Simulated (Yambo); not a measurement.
A G0W0@PBEsol run in Yambo for RbLaTa$_{2}$O$_{7}$ (space group P4/mmm, No. 123) (4×4×1 Γ-centred k mesh, bands 3 to 263 and a 7 Ry block in the screening, 263 bands in G with the Bruneval-Gonze terminator, plasmon pole fitted at 27.2 eV) gives these matrix elements, in eV, at the band edges (M → Γ):

```
state               E0    <Vxc>     <Σx>  <Σc(E0)>      Z
---------------  -----  -------  -------  --------  -----
valence edge     0.000  -19.313  -24.198     4.253  0.781
conduction edge  2.276  -14.692   -8.859    -4.336  0.836
```

Solve the linearised quasiparticle equation for both states, give the gap, and say how exchange and correlation each act on it.

E = E0 + Z(Σx + Σc − Vxc). Valence: 0.000 + 0.781 × (-24.198 + (4.253) − (-19.313)) = -0.49 eV. Conduction: 2.276 + 0.836 × (-8.859 + (-4.336) − (-14.692)) = 3.53 eV. The gap is 4.02 eV, against 2.28 eV in PBEsol. Replacing Vxc by bare exchange alone would open it by 10.72 eV; correlation takes back 8.59 eV of that, and Z scales what is left. Nearest settings tried, and what they do to the gap: 175 bands in G: +18 meV; 2 Ry block (65 vectors against 367): +420 meV. Not varied: bands in W, mesh. So the settings aren't converged at that level. Without spin-orbit coupling, band edges of such heavy elements can be off by tenths of an eV. The 4f states are in the valence at their DFT position.

Geometry of the Materials Project entry, not relaxed at this level; primitive cell a = b = 3.910 Å, c = 11.314 Å, α = β = γ = 90.00°.

The structure is a Materials Project entry; no match was found in the copy of COD used, and its stability was not checked.
